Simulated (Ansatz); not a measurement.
Nb₂O₅:
```
CELL_PARAMETERS angstrom
      6.39280     2.44336     0.00000
     -6.39280     2.44336     0.00000
     -1.37768     0.00000     5.37896
ATOMIC_POSITIONS crystal
  Nb 0.10079 0.38205 0.24566
  Nb 0.89921 0.61795 0.75434
  Nb 0.38205 0.10079 0.25434
  Nb 0.61795 0.89921 0.74566
  O  0.13524 0.72397 0.12798
  O  0.86476 0.27603 0.87202
  O  0.72397 0.13524 0.37202
  O  0.27603 0.86476 0.62798
  O  0.89421 0.89421 0.75000
  O  0.10579 0.10579 0.25000
  O  0.55862 0.33725 0.97653
  O  0.44138 0.66275 0.02347
  O  0.33725 0.55862 0.52347
  O  0.66275 0.44138 0.47653
```

PBEsol (plane waves, PAW; program Ansatz) gives a gap of 2.60 eV without spin–orbit coupling, maximum off the standard path, at k = (-0.104, 0.104, 0.052) in fractions of the reciprocal vectors, minimum off the standard path, at k = (0.375, -0.375, -0.359) in fractions of the reciprocal vectors.

Q: What happens when spin–orbit coupling is switched on?

A: The gap hardly moves, to 2.60 eV; maximum off the standard path, at k = (-0.104, 0.104, 0.052) in fractions of the reciprocal vectors, minimum off the standard path, at k = (0.375, -0.375, -0.359) in fractions of the reciprocal vectors.

Q: Give the electron effective mass with spin–orbit coupling.

A: 0.58, 2.3, 3.1 mₑ (principal values).

Q: Give the hole effective mass with spin–orbit coupling.

A: 1.9, 4.6, 5.1 mₑ (principal values).

Space group C2/c. The workflow started from a Materials Project entry (that database holds measured and hypothetical structures alike); the Crystallography Open Database files this formula in space group No. 15, but the cells were not matched. Its standing as an ambient phase is unchecked. The PBEsol relaxation kept the symmetry of its start; its stability against distortions is not shown here. No spin polarisation was allowed.

Potentials: the earlier of the program's two PAW sets. The files were generated under PBE; for other functionals the program regenerates the frozen cores, and for LDA and PBEsol the local potential too.
